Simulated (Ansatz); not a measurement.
Zr (hcp, Mg type)

```yaml
crystal:
  lattice:
    - [3.24591, 0.00000, 0.00000]
    - [-1.62295, 2.81104, 0.00000]
    - [0.00000, 0.00000, 5.15116]
  atoms:
    - { symbol: Zr, position: [0.33333, 0.66667, 0.75000] }
    - { symbol: Zr, position: [0.66667, 0.33333, 0.25000] }
```

The volume is varied about the relaxed value V₀ at fixed cell shape. Symmetry pins the atoms to their sites.

These are r2SCAN (plane waves to 500 eV, PAW, scalar-relativistic; Ansatz, a program for electronic structure) values and carry that method's errors. k mesh 16×16×9 (Γ-centred), Fermi-Dirac smearing 0.05 eV. Energies are smeared free energies. Stress and pressure are positive under compression. With the shape held, the modulus is that of even scaling; a crystal free to change shape is softer. The PAW data are Ansatz's earlier set. Zr is run without spin polarisation. Zr was relaxed with its symmetry unable to fall. The zero of ΔE is the relaxed starting cell. The last digit holds for this mesh only.

```tsv
V (Å³/atom)	ΔE (meV/atom)
21.151	81.2
21.738	44.0
22.326	18.9
22.913	withheld
23.501	0.0
24.088	4.2
24.676	16.3
25.263	35.6
25.851	61.1
```

Problem. Fit a third-order Birch-Murnaghan form (E₀, V₀, B₀, B₀′ free) to the given rows and predict ΔE at V = 22.913.

Solution. Least squares on the 8 given rows: ΔE = E₀ + (9V₀B₀/16)·y²·[2 + (B₀′ − 4)y], y = (V₀/V)^(2/3) − 1, with V₀ = 23.502 Å³/atom, B₀ = 95.54 GPa (160.2 GPa = 1 eV/Å³; the term in eV is multiplied by 1000), B₀′ = 3.23, E₀ = 0.01 meV/atom; root-mean-square residual 0.04 meV/atom. At 22.913 the fit gives 4.6 meV/atom; the calculation gives 4.5 meV/atom, so the interpolation is off by 0.1 (+2.2 %). For the pressure the fit gives 2.5 GPa against the computed 2.5 GPa.

(A scan under strain: stresses follow from slopes of the energy per volume, elastic moduli from its curvatures.)
